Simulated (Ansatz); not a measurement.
# Os (P6_3/mmc): r²SCAN against PBEsol

```
Os
1.0
     2.73830    0.00000    0.00000
    -1.36915    2.37144    0.00000
     0.00000    0.00000    4.31663
Os
2
Direct
  0.33333 0.66667 0.25000
  0.66667 0.33333 0.75000
```

This cell (14.02 Å³ an atom) was relaxed by PAW under r²SCAN, and each functional gets its own cell relaxed so. Quantity: elastic moduli (Hill averages, relaxed ions; θ_D from sound speeds over directions).

Runs: (1) r²SCAN, PAW on Ansatz 0.2.0's default frozen-core files (fitted under PBE), scalar-relativistic; k mesh 20×20×12, strains of ±0.005, Fermi-Dirac smearing of 0.080 eV, cutoff 500 eV. (2) PBEsol, PAW on Ansatz 0.2.0's default frozen-core files (fitted under PBE), scalar-relativistic; k mesh 20×20×12, strains of ±0.008, Fermi-Dirac smearing of 0.100 eV, cutoff 420 eV.

Under r²SCAN: B = 428 GPa, G = 284 GPa, C11 = 793 GPa, C33 = 893 GPa, C44 = 274 GPa, ν = 0.228, θ_D = 485 K.

Question: Which way does PBEsol move the volume, and by how much?

Answer: a = 2.729, c = 4.308 Å, 13.89 Å³ an atom: 0.9 % smaller.

Question: What does PBEsol give for these quantities?

Answer: 

```csv
quantity,r²SCAN,PBEsol,change
B,428 GPa,432 GPa,under 1 %
G,284 GPa,285 GPa,under 1 %
C11,793 GPa,797 GPa,under 1 %
C33,893 GPa,894 GPa,under 1 %
C44,274 GPa,275 GPa,under 1 %
ν,0.228,0.230,under 1 %
θ_D,485 K,485 K,under 1 %
```

Caveats: frozen-core PAW files fitted under PBE, their cores solved anew for the functional of the run; responses of metals move with mesh and smearing; no spin-orbit coupling on heavy atoms; elastic stability says nothing of phonons or of other phases.
